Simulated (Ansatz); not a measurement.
This guess for AlCu5 is about to be relaxed.

```xyz
6
Lattice="2.6561 0.0000 0.0000 0.0000 3.7563 0.0000 0.0000 0.0000 7.9683" Properties=species:S:1:pos:R:3 pbc="T T T"
Al    1.3280    1.8781    0.0000
Cu    0.0000    0.0000    6.6402
Cu    0.0000    0.0000    1.3280
Cu    1.3280    1.8781    2.6561
Cu    0.0000    0.0000    3.9841
Cu    1.3280    1.8781    5.3122
```

These are results of Ansatz, DFT PBE, scalar-relativistic, plane waves, PAW, not measurements. Cutoff 420 eV, Gaussian smearing, Γ-centred meshes. Cell and atoms relax first on a coarse mesh and then on a finer one. In between, the cell is made exact in the group found at 0.06 Å. In metals the finer mesh still leaves noise of several meV/atom or more. The steps can't lower the symmetry of their start. No spin polarisation.

A guess keeps its type if space group and coordination stay and the shape of the cell changes little (axis ratios within about 15 %, angles within 6°); the volume may change.

Question: Will the relaxed cell still be of the starting type?

Answer: It keeps its type. The symmetry stays Pmmm (No. 47). The volume per atom shrinks by 6.4 %, from 13.2 to 12.4 Å³. The shortest distance goes from 2.66 Å (Al–Cu, Al–Al and Cu–Cu) to 2.57 Å (Cu–Cu). Counting neighbours within 15 % of an atom's shortest distance, the start has Al 12, Cu 12 and the end Al 12, Cu 12.

The last run used a 14×12×6 mesh (in the run's order of axes) for its 6-atom cell and Gaussian smearing of 0.10 eV. Symmetry constrained the relaxation, so the result can be a saddle point.
